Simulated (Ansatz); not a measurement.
## Al3Ga2Sb5: rattling a relaxed structure

The structure comes from a generated guess, relaxed at this level; another structure or a mixture of phases may lie lower.

The calculation used DFT PBE, scalar-relativistic, plane waves, PAW in Ansatz 0.2.0. Cutoff 420 eV; k points 12×12×12 on the computed 10-atom cell (Γ-centred); Gaussian smearing, width 0.02 eV; no spin polarisation.

The cell below (10 atoms, space group I-4m2 (No. 119)) is relaxed within its symmetry.

```
CELL_PARAMETERS angstrom
-2.19956 2.19956 15.54836
2.19956 -2.19956 15.54836
2.19956 2.19956 -15.54836
ATOMIC_POSITIONS crystal
Al 0.89979 0.89979 0.00000
Al 0.50000 0.50000 0.00000
Al 0.10021 0.10021 0.00000
Ga 0.70020 0.70020 0.00000
Ga 0.29980 0.29980 0.00000
Sb 0.34982 0.84982 0.50000
Sb 0.94991 0.44990 0.50000
Sb 0.55010 0.05010 0.50000
Sb 0.15018 0.65018 0.50000
Sb 0.75000 0.25000 0.50000
```

For the test it was strained at random (σ = 1.5 % a component), the atoms were moved at random (σ = 0.15 Å), and all was relaxed again on a coarse 4×4×4 mesh (in the run’s order of axes) with 0.10 eV smearing, with no symmetry imposed.

Spin–orbit coupling, which can matter for Sb, is left out.

Q: Does it come back?

A: It returns, within 2 meV/atom of the unmoved cell on that mesh and with the same symmetry when read at 0.1 Å (C2 at 0.01 Å, so small strains and shifts remain). So it is stable against the distortions that fit this cell and that this random move excites. Modes that don't fit the cell aren't tested.
